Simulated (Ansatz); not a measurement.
BeS:
```xyz
4
Lattice="3.4394 0.0000 0.0000 -1.7197 2.9786 0.0000 0.0000 0.0000 5.6672" Properties=species:S:1:pos:R:3 pbc="T T T"
Be     1.7197     0.9929     5.6652
Be     0.0000     1.9857     2.8317
S      1.7197     0.9929     3.5450
S      0.0000     1.9857     0.7115
```

Cartesian axes are those of the cell as given.

Question: Give the proper piezoelectric stress tensor with relaxed ions from plane-wave PAW PBE (Ansatz code).

Answer: In C/m², rows x, y, z, Voigt columns; mesh uncertainty up to 0.00.
```
 0.00   0.00   0.00   0.00  -0.09   0.00
 0.00   0.00   0.00  -0.09   0.00   0.00
-0.08  -0.08   0.29   0.00   0.00   0.00
```

The elastic tensor of the same run (GPa):

```csv
,1,2,3,4,5,6
1,186,52.9,35.5,0.0,0.0,0.0
2,52.9,186,35.5,0.0,0.0,0.0
3,35.5,35.5,214,0.0,0.0,0.0
4,0.0,0.0,0.0,55.4,0.0,0.0
5,0.0,0.0,0.0,0.0,55.4,0.0
6,0.0,0.0,0.0,0.0,0.0,66.8
```

Question: Convert to strain constants d = e·S.

Answer: In pC/N:
```
 0.0   0.0   0.0   0.0  -1.6   0.0
 0.0   0.0   0.0  -1.6   0.0   0.0
-0.6  -0.6   1.6   0.0   0.0   0.0
```

Space group P6_3mc (wurtzite). The cell is a constructed one: a structure type filled with these elements; neither database checked (COD, Materials Project) lists it. COD files the formula under space group No. 216, so this cell is another polymorph or a model. Whether it is the stable phase at ambient conditions was not checked. The PBE relaxation kept the symmetry of its start; phonons on a q-mesh show no instability.

Potentials: the later of the program's two PAW sets.
